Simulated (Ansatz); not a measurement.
Values for one crystal, relaxed and computed with r²SCAN (plane waves, PAW; program Ansatz); other levels are named.

```yaml
volume_per_atom: 17.89 Å³
electronic_character: metallic (no gap)
Formation energy from the elements (no fitted shifts): -0.93 eV/atom
Density of states at the Fermi level: 0.62 states/eV per atom (mean over ±0.08 eV)
```

Problem. Which compound is it?
A. CaZn2, Imma (Ca on 4e, Zn on 8h)
B. YNi5, P6/mmm (Y on 1a, Ni on 3g, Ni on 2c)
C. ScPd, CsCl type
D. Tl2Pt, I4/mcm (Tl on 8h, Pt on 4a)

Solution. C, ScPd, CsCl type

Space group Pm-3m (CsCl type). The first step of the workflow began from a Materials Project structure, measured or hypothetical; the Crystallography Open Database files this formula in space group No. 221, but the cells were not matched. Its standing as an ambient phase is unchecked. Symmetry was held in the r²SCAN relaxation; whether a distortion lowers the energy is not shown. No spin polarisation was allowed. The references are the lowest solids computed at this level, not always the standard phases. Scalar-relativistic: spin–orbit coupling is off unless named, which matters more the heavier the elements.

Potentials: the later of the program's two PAW sets.
